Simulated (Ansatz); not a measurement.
Ansatz input

```yaml
crystal:
  lattice:
    - [2.6836668789, 0.0, 0.0]
    - [-1.3418334394, 2.3241236924, 0.0]
    - [0.0, 0.0, 8.904209539]
  atoms:
    - { symbol: Si, position: [0.0, 0.0, 1.0] }
    - { symbol: Si, position: [1.0, 0.0, 0.5] }
    - { symbol: Si, position: [0.3333333333, 0.6666666667, 0.25] }
    - { symbol: Si, position: [0.6666666667, 0.3333333333, 0.75] }
hamiltonian:
  xc: lda
  pseudopotentials:
    kind: paw
    azcp:
      Si: "pseudopotentials/Si.paw.azcp"
basis:
  ecutwfc: 420
  fft_grid_basis: typed
kpoints:
  mp_grid: { grid: [18, 18, 5], shift: [0, 0, 0] }
magnetization:
  spin_polarized: false
scf:
  occupations: { method: fermi_dirac, width: 0.1 }
```

and its output:

```
Warning: the record states the generating functional pbe (its physics header spells it `PBE`), which answers neither for hamiltonian.xc's functional nor for the lda family's — results may be inconsistent (PPs are generated against a specific XC)
Engine: ansatz 0.2.0, aarch64-unknown-linux-gnu
Pseudopotentials: kind: paw
Pseudopotential: Si, paw, valence charge 4, recommended cutoff 420 eV (normal) 
Functional definition: SPW92
  exchange = slater_x
  correlation = pw_c
Crystal: 4 atoms, lattice volume = 55.537 Å³
Basis set: ecut = 420 eV, 1091 PW (Γ)
Bands: 12, of which v1, the nominal top of the filled ones, is band 8 counted from 1 (7 counted from 0)
Symmetry: 24 space group operations
Space group: P63/mmc (ITA 194), of the structure as read, at distance tolerance 3.8e-5 Å
k-points: 111 of 1620
Non-local potential: Si, projectors of the file, l = 0: 2, l = 1: 2, l = 2: 2
PAW form: soft (Blöchl's): semilocal exchange-correlation on the pseudo side does not see the compensation charge
PAW frozen core: Si, regenerated for the run's functional, and the local potential with it (the file was generated under x = pbe(κ = 0.804, μ = 0.2195149727645171), c = pbe(β = 0.06672455060314922))
PAW one-centre angular grid: Si, 110 points (default); XC on 64 Gauss nodes
Initial density: superposition of atomic densities (neutral atoms: chi_scale 0, normalization atom), corrected by the library's trained network
Initial wavefunctions: pseudopotential atomic-orbital guess
Functional: x = slater, c = lda
SCF iter   1: F=—  HF=-2432.881168 eV  |F-HF|=—  |Δ(HF+E_count)|=         —  Δρ=4.48e-3  dr2=8.39e-3  ethr=1.77e-3  ⟨swp⟩=6.2  Hψ=20240  notcnv=0  defer=3
automatic band count: the SCF goes on with 16 bands, as 12 were too few: the levels above may hold too much charge
SCF iter   2: F=—  HF=-2432.879152 eV  |F-HF|=—  |Δ(HF+E_count)|=   2.02e-3  Δρ=2.62e-3  dr2=3.07e-3  ethr=5.25e-5  ⟨swp⟩=1.1  Hψ=2700  notcnv=0  defer=2
SCF iter   3: F=—  HF=-2432.877967 eV  |F-HF|=—  |Δ(HF+E_count)|=   1.18e-3  Δρ=1.17e-4  dr2=5.30e-6  ethr=1.92e-5  ⟨swp⟩=2.1  Hψ=2505  notcnv=0  defer=2
SCF iter   4: F=—  HF=-2432.877965 eV  |F-HF|=—  |Δ(HF+E_count)|=   2.11e-6  Δρ=1.30e-5  dr2=8.26e-8  ethr=3.31e-8  ⟨swp⟩=2.6  Hψ=2604  notcnv=0  defer=2
iter 5 did not close the SCF: its close was put off for the readings that it lacked (scf_convergence_deferred on its scf_iter line)
SCF iter   5: F=-2432.877965 eV  HF=-2432.877965 eV  |F-HF|=4.40e-9  |Δ(HF+E_count)|=   1.30e-8  Δρ=2.53e-6  dr2=6.20e-9  ethr=5.16e-10  ⟨swp⟩=2.3  Hψ=2348  notcnv=0  defer=2
SCF iter   6: F=-2432.877965 eV  HF=-2432.877965 eV  |F-HF|=3.08e-10  |Δ(HF+E_count)|=   1.57e-9  Δρ=5.88e-7  dr2=4.00e-10  ethr=3.87e-11  ⟨swp⟩=1.0  Hψ=4366  notcnv=0
SCF 1 converged in 6 iterations: F = -2432.877965 eV  dr2 = 4.00e-10
SCF converged after 6 iterations
Free energy (F): -2432.877965 eV
Harris-Foulkes:  -2432.877965 eV  (|F-HF|=3.08e-10)
Internal energy: -2432.825749 eV  (E = F + TS)
E sigma→0 (E₀):  -2432.851857 eV
Entropy (-TS):   -0.052217 eV (-13.054 meV/atom)
Fermi energy:    11.076830 eV
--- Per-component energies (eV) ---
  E_band       = 84.232151
  E_kinetic    = 168.413443
  E_local      = 11.242951  (includes V_loc(G=0)·N_el)
  E_nonlocal   = 105.987590
  E_hartree    = 1.590969
  E_xc         = -224.651067
  E_vxc        = -195.401760  (∫ρ·V_xc dr)
  E_paw        = -1942.042604  (= ΣΔE_a)
  E_vpaw       = -9.192040  (= ΣTr[D̂ρ^β])
  E_aug_tail   = 0.000026  (compensation charges beyond the density's cutoff)
  E_ewald      = -553.704380
  E_core_change = 0.337323  (= ΣΔE_core)
  E_smearing   = -0.052217  (= −TS)
  E_closure    = 0.000000  (closes the sum)
  Σ components = -2432.877965   (vs F -2432.877965, Δ=0.00e0)
```
